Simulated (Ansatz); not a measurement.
## Ir₅Rh: stable or not

It was reached by relaxing an invented guess, and it needn't be the stable form of this composition.

Level of theory: DFT PBE, scalar-relativistic, plane waves, PAW in Ansatz 0.2.0. Plane waves to 420 eV, a 14×14×4 mesh through Γ for the 6-atom cell and 0.10 eV Gaussian smearing; no spin polarisation.

```
Ir Rh
1.0
     2.73261    0.00000    0.00000
     0.00000    2.73261    0.00000
     0.00000    0.00000   11.58897
Ir Rh
5 1
Cartesian
  0.0000 0.0000 9.6517
  0.0000 0.0000 1.9373
  1.3663 1.3663 3.8497
  0.0000 0.0000 5.7945
  1.3663 1.3663 7.7392
  1.3663 1.3663 0.0000
```

Energies over the elements count from the elements' standard structures at the same level, with no fitted energy shifts.

Problem. These tests were run: energy against the elements; random kick, then relaxation without symmetry; phonons at Γ; elastic tensor. What do they show?

Solution.

```csv
test,result
energy against the elements,0.00 eV/atom
"random kick, then relaxation without symmetry",returns
phonons at Γ,lowest optical mode 79 cm⁻¹
elastic tensor,least eigenvalue 163 GPa
```

It fails none of these tests outright. Whether a mixture of other phases lies lower isn't tested here. Phonons away from Γ weren't computed. Undecided within the accuracy: energy against the elements.

For metals, differences of a few meV/atom aren't resolved. Spin–orbit coupling, which can matter for Ir, is left out. The kick test ran on a coarse mesh. The run for the phonons used a 16×16×4 k mesh and Fermi–Dirac smearing of 0.15 eV. The run for the elastic tensor used a 16×16×4 k mesh and Fermi–Dirac smearing of 0.15 eV.
